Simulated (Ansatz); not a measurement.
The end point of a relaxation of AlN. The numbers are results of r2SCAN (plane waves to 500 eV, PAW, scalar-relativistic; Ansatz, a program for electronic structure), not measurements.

```cif
data_Al4N4
_chemical_formula_sum 'Al4 N4'
_space_group_name_H-M_alt 'P 1'
_space_group_IT_number 1
_cell_length_a 2.84489
_cell_length_b 2.84489
_cell_length_c 9.49777
_cell_angle_alpha 90.000
_cell_angle_beta 90.000
_cell_angle_gamma 120.000
loop_
_space_group_symop_operation_xyz
  'x, y, z'
loop_
_atom_site_label
_atom_site_type_symbol
_atom_site_fract_x
_atom_site_fract_y
_atom_site_fract_z
_atom_site_occupancy
Al1 Al 0.33333 0.66667 0.62223 1
Al2 Al 0.33333 0.66667 0.87777 1
Al3 Al 0.66667 0.33333 0.37777 1
Al4 Al 0.66667 0.33333 0.12223 1
N1 N 0.33333 0.66667 0.25000 1
N2 N 0.66667 0.33333 0.75000 1
N3 N 0.00000 0.00000 0.00000 1
N4 N 0.00000 0.00000 0.50000 1
```

**Question.** Determine the symmetry and give the standard cell with its independent sites.

**Answer.** Space group P6₃/mmc (No. 194); a = 2.845 Å, b = 2.845 Å, c = 9.498 Å, α = 90.00°, β = 90.00°, γ = 120.00°

| atom | site | symmetry | x | y | z |
|---|---|---|---|---|---|
| Al | 4f | 3m. | 0.6667 | 0.3333 | 0.1222 |
| N | 2c | -6m2 | 0.3333 | 0.6667 | 0.2500 |
| N | 2a | -3m. | 0.0000 | 0.0000 | 0.0000 |

This is the AFLOW prototype AB_hP8_194_ad_f (B_i, as in TiAs).

**Question.** Give the shortest distances between elements (the closest pairs, up to four, under 3.6 Å).

**Answer.** Al–N 2.01 Å; Al–Al 2.43 Å; N–N 2.84 Å.

```json
{
 "volume_per_atom": "8.32 Å³",
 "density": "4.09 g/cm³",
 "band_gap": "5.49 eV, indirect (valence top at Γ, conduction bottom at M) (no spin-orbit coupling)",
 "smallest_direct_gap": "6.09 eV at Γ"
}
```

No spin polarisation in the result.

The run could not lose the symmetry of its start.

The first start was generated by a random draw of sites in a space group. Materials Project lists a structure of AlN in the same space group, P6₃/mmc (No. 194); the sites were not compared with it, nor with measured phases. Known forms of AlN include space group No. 186, 216.
